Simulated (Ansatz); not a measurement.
MgO in space group R-3m (No. 166; Pearson symbol hR16), r²SCAN (plane waves, PAW; program Ansatz), all energies at zero smearing, with the estimated change up to a 700 eV cutoff added, with one set of potentials and settings (totals compare only within such a set). Cell of 16 atoms (8 Mg, 8 O): -19985.660 eV.

```csv
element,reference phase,E (eV/atom)
Mg,"P6_3/mmc, 2 atoms in the cell",-1926.4086
O,"C2/m, 4 atoms in the cell, spin-polarised",-566.0281
```

Formation energy per atom, worked out: (-19985.660 − 8×(-1926.4086) − 8×(-566.0281))/16 = -2.885 eV/atom (-278 kJ per mol of atoms), at 0 K, without zero-point energy or fitted corrections.

The workflow started from a Materials Project entry (that database holds measured and hypothetical structures alike); the Crystallography Open Database copy checked does not list it. It is not the phase usual at ambient conditions (space group No. 225). Symmetry was held in the r²SCAN relaxation; its stability against distortions is not shown here. The references are the lowest solids computed at this level, not always the standard phases (solids in place of the gases).

Potentials: the later of the program's two PAW sets.
